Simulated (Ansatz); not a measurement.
# Cold compression of Ba3Sn (L12 type)

```
CELL_PARAMETERS angstrom
5.33709 0.00000 0.00000
0.00000 5.33709 0.00000
0.00000 0.00000 5.33709
ATOMIC_POSITIONS crystal
Sn 0.00000 0.00000 0.00000
Ba 0.00000 0.50000 0.50000
Ba 0.50000 0.00000 0.50000
Ba 0.50000 0.50000 0.00000
```

The cell comes from a relaxation on PAW files under the same functional, begun from a prototype that needn't be the stable phase.

Its volume is scaled at fixed shape and fractional positions.

Level of theory: DFT with LDA, scalar-relativistic, in Ansatz 0.2.0; a Γ-centred 6×6×6 k mesh, Fermi–Dirac smearing of 0.05 eV, no spin polarisation. LAPW: all electrons, basis error target 0.5 meV/atom; PAW: frozen-core files, cutoff 420 eV.

Energies are extrapolated to zero smearing and count from the unscaled cell; pressure is positive in compression; gaps take the mesh and a band path. No temperature or zero-point motion is included.

Spin–orbit coupling is left out, which matters for the heavy atoms. The PAW files were made under PBE.

```csv
V/V0,V (Å³/atom),P LAPW (GPa),ΔE LAPW (eV/atom),P PAW − LAPW (GPa),ΔE PAW − LAPW (meV/atom)
1.00,38.01,0.00,0.000,0.00,0.0
0.90,34.21,3.04,0.032,0.00,0.0
0.50,19.00,69.4,?,0.04,0.1
```

Q: Fill in "ΔE LAPW (eV/atom)" for the row "0.50".

A: 2.206.

Q: From the table, what is the rise of the enthalpy H = E + pV up to the last row, and how stiff is the crystal between the last two rows?

A: ΔH = 2.206 eV + (69.4 GPa × 19.00 Å³ + 0.00 GPa × 38.01 Å³) × 0.006242 eV/(GPa·Å³) = 10.44 eV/atom, of which pV makes 79 %. The mean bulk modulus there is −ΔP/Δln V = 113 GPa.
